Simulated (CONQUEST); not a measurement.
Input and output of a self-consistent single point for TiAl3 (I4/mmm, 8 atoms in the cell; from Materials Project mp-542915, lattice scaled a little) (CONQUEST).

All values come from this method and carry its errors: PBE, numerical atomic orbitals double-zeta with polarisation (the shipped basis), PseudoDojo norm-conserving potentials made for PBE (CONQUEST).

```yaml
crystal:
  lattice:
    - [3.86960, 0.00000, 0.00000]
    - [0.00000, 3.86960, 0.00000]
    - [0.00000, 0.00000, 8.66750]
  atoms:
    - { symbol: Ti, position: [0.00000, 0.00000, 0.00000] }
    - { symbol: Ti, position: [0.50000, 0.50000, 0.50000] }
    - { symbol: Al, position: [0.50000, 0.50000, 0.00000] }
    - { symbol: Al, position: [0.00000, 0.50000, 0.25000] }
    - { symbol: Al, position: [0.50000, 0.00000, 0.25000] }
    - { symbol: Al, position: [0.00000, 0.00000, 0.50000] }
    - { symbol: Al, position: [0.50000, 0.00000, 0.75000] }
    - { symbol: Al, position: [0.00000, 0.50000, 0.75000] }
```

Reference input (self-consistent single point, DFT, PBE, numerical atomic orbitals double-zeta with polarisation (the shipped basis), PseudoDojo norm-conserving potentials made for PBE): basis = DZP; Diag.MPMeshX, Y, Z = 4 4 2; potentials = PseudoDojo norm-conserving PBE; Grid.GridCutoff = 140 Ha; DM.SolutionMethod = diagon; Diag.kT = 0.003675 Ha; Diag.GammaCentred = true; minE.SCTolerance = 1.0e-06; SC.MaxIters = 100; SC.LinearMixingFactor = 0.5; SC.KerkerPreCondition = true; SC.KerkerFactor = 0.3 1/bohr. This run's input differs from it in these lines:

```diff
@@ -16,3 +16,3 @@
 
-Grid.GridCutoff                140
+Grid.GridCutoff                56
 DM.SolutionMethod              diagon
```

The program printed (abridged):

```
    PulayMixSC: Starting Pulay mixing, A_up =  0.500 A_dn =  0.500
    PulayMixSC: Spin non-polarised calculation.
    PulayMixSC: with Kerker preconditioning, q0 =  0.300
          Harris-Foulkes Energy            :     -3610.722163969167468 eV
          Free Energy (E-TS)               :     -3610.820114614812610 eV
    PulayMixSC: Pulay iteration     1 residual:              0.19610E-02
          Harris-Foulkes Energy            :     -3610.633715582336663 eV
          Free Energy (E-TS)               :     -3610.736199608012612 eV
    PulayMixSC: Pulay iteration     2 residual:              0.13604E-02
   [... lines left out ...]
          Free Energy (E-TS)               :     -3610.586157122855639 eV
    PulayMixSC: Pulay iteration    10 residual:              0.15151E-05
          Harris-Foulkes Energy            :     -3610.479130826672645 eV
          Free Energy (E-TS)               :     -3610.586156703553570 eV
    PulayMixSC: Pulay iteration    11 residual:              0.11132E-05
          Harris-Foulkes Energy            :     -3610.479126990670920 eV
          Free Energy (E-TS)               :     -3610.586149805150399 eV
    PulayMixSC: Pulay iteration    12 residual:              0.26230E-06
    PulayMixSC: Reached SCF tolerance of  0.26230E-06 after     12 iterations
      | Number of electrons      =        42.000141
      | GS Energy as E-(1/2)TS   =     -3610.532638397911342 eV
      | Free Energy as E-TS      =     -3610.586149805150399 eV
      |* Harris-Foulkes energy   =     -3610.479126990670920 eV
      |* DFT total energy        =     -3610.479126986134361 eV

    force: Forces on atoms (eV/a0)
    force:  Atom   X              Y              Z
    force:     1   0.0000000000   0.0000000000  -0.0000000000
   [... zero for the other atoms too ...]

    force: Maximum force :        0.00000000(eV/a0) on atom         2 in z direction
    force: Force Residual:        0.00000000 eV/a0
    force: Total stress:          0.95635509     0.00000000     0.00000000 GPa
                             0.00000000     0.95635509     0.00000000
                             0.00000000     0.00000000    -0.18110757
    force: Average pressure:     -0.57720087 GPa

    get_E_and_F: Change in energy during last step of electronic optimisation:  0.14097E-06
```

The run converged in 12 iterations. CONQUEST prints the stress tensor with tension positive. Against the reference run the free energy hardly moves (within 1 meV/atom) and the pressure goes from -0.45 to -0.58 GPa.

The program uses no crystal symmetry, so grid and mesh can part values that symmetry would make equal. The atom-centred basis is finite, which shifts total energies and pressures against plane waves. This run is one point of a test of settings, so its values need not be converged; read them against the reference run alone. The structure comes from a collection of computed structures, made at another level of theory; the collection holds predicted forms beside known ones. Its lattice was then scaled. No clean gap shows at this smearing width and mesh (spacing up to 0.41 Å⁻¹); the mesh is coarse for partly filled bands, so the values carry mesh errors.

Cost on one core: about 60 core-seconds (a rough figure).
